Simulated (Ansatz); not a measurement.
The calculation used DFT PBE, scalar-relativistic, plane waves, PAW (Ansatz). Settings: cutoff 420 eV, Γ-centred meshes spaced at most about 0.3 Å⁻¹, and about 0.25 Å⁻¹ or finer for metals (2π included), Gaussian smearing. No spin polarisation in the final relaxations.

These are static total energies at zero pressure.

Two forms of Si5O were relaxed alike.

A.

```cif
data_structure
_symmetry_space_group_name_H-M 'P6/mmm'
_symmetry_Int_Tables_number 191
_cell_length_a 4.8753
_cell_length_b 4.8753
_cell_length_c 5.8243
_cell_angle_alpha 90.000
_cell_angle_beta 90.000
_cell_angle_gamma 120.000
_cell_volume 119.89
loop_
_atom_site_label
_atom_site_type_symbol
_atom_site_symmetry_multiplicity
_atom_site_Wyckoff_symbol
_atom_site_fract_x
_atom_site_fract_y
_atom_site_fract_z
_atom_site_occupancy
Si1 Si 2 e 0.00000 0.00000 0.78321 1
Si2 Si 3 f 0.50000 0.00000 0.00000 1
O1 O 1 b 0.00000 0.00000 0.50000 1
```

B.

```cif
data_structure
_symmetry_space_group_name_H-M 'P-6m2'
_symmetry_Int_Tables_number 187
_cell_length_a 2.7329
_cell_length_b 2.7329
_cell_length_c 11.9573
_cell_angle_alpha 90.000
_cell_angle_beta 90.000
_cell_angle_gamma 120.000
_cell_volume 77.34
loop_
_atom_site_label
_atom_site_type_symbol
_atom_site_symmetry_multiplicity
_atom_site_Wyckoff_symbol
_atom_site_fract_x
_atom_site_fract_y
_atom_site_fract_z
_atom_site_occupancy
Si1 Si 2 i 0.66667 0.33333 0.86991 1
Si2 Si 2 g 0.00000 0.00000 0.68105 1
Si3 Si 1 f 0.66667 0.33333 0.50000 1
O1 O 1 a 0.00000 0.00000 0.00000 1
```

Question: Which form is favoured at zero pressure, and by what margin per atom?

Answer: A is lower, by 190 meV/atom. A has space group P6/mmm (No. 191), 20.0 Å³/atom and no gap on its mesh; B has space group P-6m2 (No. 187), 12.9 Å³/atom and no gap. Counting Si atoms around O (those within 1.25 times the shortest such distance or 1.15 times the sum of covalent radii, 1.27 where that leaves under three; the shortest distance is added where it exceeds 1.18 times the sum of covalent radii), A has O 2 and B has O 6 from 2.2 Å. A holds Si–Si nets (shortest 2.44 Å); in B the shortest Si–Si distance is 2.68 Å, near bonding range too. The lower one is the more open, so pressure narrows the difference. In A, around Si on a site of symmetry 6mm lie 1 O at 1.65 Å, 1 Si at 2.53 Å and 6 Si at 2.75 Å; Si on a site of symmetry mmm is surrounded by 4 Si at 2.44 Å and 4 Si at 2.75 Å; O has 2 Si at 1.65 Å. In B, Si on a site of symmetry 3m has 3 O at 2.22 Å and 9 Si at 2.73–2.75 Å; Si on a second site of symmetry 3m is surrounded by 12 Si at 2.68–2.75 Å; around O lie 6 Si at 2.22 Å and 6 O at 2.73 Å; 1 more site not described. Both come from invented guesses. A third cell relaxed alike, in P-62m, lies 56 meV/atom below the lower of the two.

A magnetic state wasn't ruled out in cells without spin, among them P6/mmm, P-6m2. Cells relaxed within their symmetry can be saddle points.
